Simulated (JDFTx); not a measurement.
TiB2(0001) slab cut from bulk TiB2 (space group P6/mmm, indices of the conventional cell, lattice of the Materials Project entry mp-1145, not re-optimised): 7 atoms in 5 planes, a 1x1 cell of 7.93 Å² (|a| = 3.026, |b| = 3.026 Å), 6.3 Å between the outermost planes, Ti outermost, slab composition Ti3B4, cell height 22.5 Å, 8×8×1 k mesh, Fermi smearing 0.01 Ha, no spin polarisation. Whether this polymorph is the ambient one wasn't checked. Neither spin polarisation nor a larger cell was tried.

Level of theory: PBE, GBRV ultrasoft potentials, plane waves to 20/100 Ha; code: a modified build of JDFTx. Liquid: CANDLE, water, 1 M KF. Between zero charge and 0.26 V from it the run gives σ = 15.0 μC/cm², a mean capacitance of 58.4 μF/cm². The liquid has ε = 78.4, a 1:1 salt at 1 M with linear (Debye) response, and T = 298 K.

Worked example: the Debye length, the diffuse-layer capacitance, and the inner capacitance that is left when the two stand in series.

Each ion has density c = 1 × 6.022×10⁻⁴ = 6.022e-04 Å⁻³. λ² = ε kT / (8π (e²/4πε₀) c) with kT = 0.02568 eV and e²/4πε₀ = 14.40 eV Å gives λ = 3.04 Å; the log prints 3.04 Å. C_diffuse = ε₀ε/λ = 228 μF/cm². Then 1/C_inner = 1/58.4 − 1/228, so C_inner = 78.4 μF/cm², which equals a vacuum gap of ε₀/C_inner = 0.11 Å. The diffuse layer takes 26 % of the potential drop; the rest lies between the electrode's charge and the onset of the dielectric, with the electrode's own (quantum) capacitance in it. The split is a model: in the calculation solvent and ions share one smooth cavity.
